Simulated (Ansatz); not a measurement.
Property card for Mg$_{2}$GeN

Theory: Ansatz 0.2.0, DFT PBE, scalar-relativistic, plane waves, PAW.

Settings: cutoff 420 eV, Γ-centred mesh 10×10×14 on the computed 4-atom cell, Gaussian smearing of 0.10 eV; no spin polarisation.

The structure is relaxed at this level of theory with its symmetry kept, and needn't be the ground state of this composition.

```
Mg Ge N
1.0
     4.31125    0.00000    0.00000
     0.00000    4.31125    0.00000
     0.00000    0.00000    3.26345
Mg Ge N
2 1 1
Direct
  0.50000 0.00000 0.50000
  0.00000 0.50000 0.50000
  0.00000 0.00000 0.00000
  0.50000 0.50000 0.00000
```

* Space group: P4/mmm (No. 123)
* Volume per atom: 15.16 Å³
* Formation energy from the elements' standard states (uncorrected): +0.460 eV/atom
* Kohn–Sham band gap: none (metal)
* Density of states at the Fermi level: 1.4 states/eV per cell
* Orbital (Löwdin) character within 0.5 eV of the Fermi level: Ge 4p 45 %, N 2p 43 %, unprojected 5 %
* Bader charge by site (e): Mg (2 in the cell) 1.58, Ge (1 in the cell) -1.61, N (1 in the cell) -1.55

Another cell of Mg2GeN relaxed alike, in R-3m, lies 0.85 eV/atom lower, so this cell isn't the stable form at this level.

The cell was found from a structure generator's guess, not taken from experiment. Löwdin shares on free-atom orbitals overweight diffuse shells.
